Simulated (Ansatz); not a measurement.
Generalised stacking fault of AgCl (rock salt) on the {110} plane. The cell below holds the perfect crystal with the plane normal along z; tilting its third vector by the shift puts one fault into each cell, between planes 1.98 Å apart, at fixed cell height.

```yaml
crystal:
  lattice:
    - [3.96793, 0.00000, 0.00000]
    - [0.00000, 5.61150, 0.00000]
    - [1.98396, 2.80575, 5.95189]
  atoms:
    - { symbol: Cl, position: [0.00000, 0.00000, 0.83333] }
    - { symbol: Cl, position: [0.33333, 0.33333, 0.16667] }
    - { symbol: Cl, position: [0.66667, 0.66667, 0.50000] }
    - { symbol: Ag, position: [0.00000, 0.50000, 0.83333] }
    - { symbol: Ag, position: [0.33333, 0.83333, 0.16667] }
    - { symbol: Ag, position: [0.66667, 0.16667, 0.50000] }
```

In-plane vectors a = (3.968, 0.000) Å, b = (0.000, 5.611) Å, area 22.27 Å². The shift is s times the vector a (length 3.968 Å), so s = 1 restores the start. The shift is rigid: no atom relaxes. γ = [E(shift) − E(0)] / area.

All values below come from PBE (plane waves to 420 eV, PAW, scalar-relativistic; Ansatz, a quantum-chemistry and plane-wave program). k mesh 7×7×7 (Γ-centred), Fermi-Dirac smearing 0.05 eV. Energies are extrapolated to zero smearing. Faults lie only 6.0 Å apart, and holding the cell height and the atoms raises γ above its relaxed value. AgCl was relaxed with its symmetry unable to fall. γ is measured from zero shift.

| s | γ (mJ/m²) |
|---|---|
| 0.000 | 0 |
| 0.083 | 39 |
| 0.167 | 204 |
| 0.250 | 596 |
| 0.333 | withheld |
| 0.417 | 1891 |
| 0.500 | 2179 |
| 0.583 | 1891 |
| 0.667 | withheld |
| 0.750 | 596 |
| 0.833 | 204 |
| 0.917 | 39 |

### Question
Fit a Fourier form (three harmonics of 1 − cos and sin) to the given rows and predict γ at s = 0.333.

### Answer
Least squares on the 10 given rows: γ = (1069.3)·[1 − cos(2πs)] + (-246.7)·[1 − cos(4πs)] + (19.7)·[1 − cos(6πs)], in mJ/m²; root-mean-square residual 0.6 mJ/m². At 0.333 the fit gives 1234 mJ/m²; the calculation gives 1232 mJ/m², so the interpolation is off by 2 (+0.2 %). 

(The slope of γ gives the shear force per area between the displaced halves; near zero shift its curvature is an elastic stiffness.)
